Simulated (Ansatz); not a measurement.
Computed properties of C

```
C
1.0
     2.47000    0.00000    0.00000
    -1.23500    2.13908    0.00000
     0.00000    0.00000    6.79000
C
4
Cartesian
  0.0000 0.0000 0.0000
  0.0000 0.0000 3.3950
  0.0000 1.4261 0.0340
  1.2350 0.7130 3.4289
```

Atom numbers follow the list: C1, C2, C3, C4.

The cell comes from COD entry 1200017, which wasn't checked; take it as a given geometry. It differs from other determinations.

These are results of DFT, PBE, all-electron LAPW, scalar-relativistic in Ansatz 0.2.0, not measurements.

Settings: a Γ-centred 19×19×6 k mesh, Fermi–Dirac smearing of 0.08 eV, basis error target 0.5 meV/atom, no spin polarisation.

```
Pressure at this cell : -4.8 kbar
Volume per atom       : 8.97 Å³
```

Problem. Predict this quantity. Stress xx, yy, zz (compression positive).

Solution. -2.19, -2.19, 2.95 GPa.

Problem. Predict this quantity. Largest force.

Solution. 0.0222 Ry/bohr on C1.

Problem. Predict this quantity. Band gap.

Solution. None at this level of theory (metallic, semimetallic, or a small gap that the functional closes).

Problem. Give the computed value. Density of states at the Fermi level (0.2 eV bin).

Solution. 0.00 states/eV per cell.
